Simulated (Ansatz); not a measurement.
Starting cell, ZnS (wurtzite):

```
CELL_PARAMETERS angstrom
      3.84511     0.00000     0.00000
     -1.92255     3.32996     0.00000
      0.00000     0.00000     6.30566
ATOMIC_POSITIONS crystal
  Zn 0.66667 0.33333 0.99985
  Zn 0.33333 0.66667 0.49985
  S  0.66667 0.33333 0.62535
  S  0.33333 0.66667 0.12535
```

In this cell atom 1 (Zn, nearest neighbour S at 2.357 Å; its periodic images, 3.8 Å or more away, move with it) is moved by s along Cartesian z, unit vector (0.000, 0.000, 1.000); all other atoms and the cell stay fixed.

Method: PBE (plane waves to 420 eV, PAW, scalar-relativistic; Ansatz, a quantum-chemistry and plane-wave program). k mesh 8×8×4 (Γ-centred), Fermi-Dirac smearing 0.05 eV. E stands for the smeared free energy. Compression counts positive. Left out: 1 of 11 points, with atoms too close for the PAW data. F∥ is the force on the atom along that direction. ZnS was relaxed with its symmetry unable to fall. The zero of ΔE is the undisplaced structure.

| s (Å) | ΔE (meV/cell) | P (GPa) | F∥ (eV/Å) |
|---|---|---|---|
| -0.568 | ___ | ___ | 13.089 |
| -0.426 | ___ | 4.8 | 7.058 |
| -0.284 | 412 | 1.7 | 3.473 |
| -0.142 | 85 | 0.3 | 1.311 |
| 0.000 | 0 | 0.0 | 0.000 |
| 0.142 | 60 | 0.3 | -0.767 |
| 0.284 | 200 | 1.0 | -1.150 |
| 0.426 | 372 | 1.8 | -1.233 |
| 0.568 | 539 | 2.5 | -1.076 |
| 0.710 | ___ | 3.1 | -0.749 |

### Question
Some entries are withheld; supply them.

### Answer

- -0.568, ΔE (meV/cell): 2531
- -0.568, P (GPa): 10.4
- -0.426, ΔE (meV/cell): 1138
- 0.710, ΔE (meV/cell): 670

(For displaced atoms, the force is minus the slope of the energy, and its curvature is a force constant, which sets phonon frequencies.)
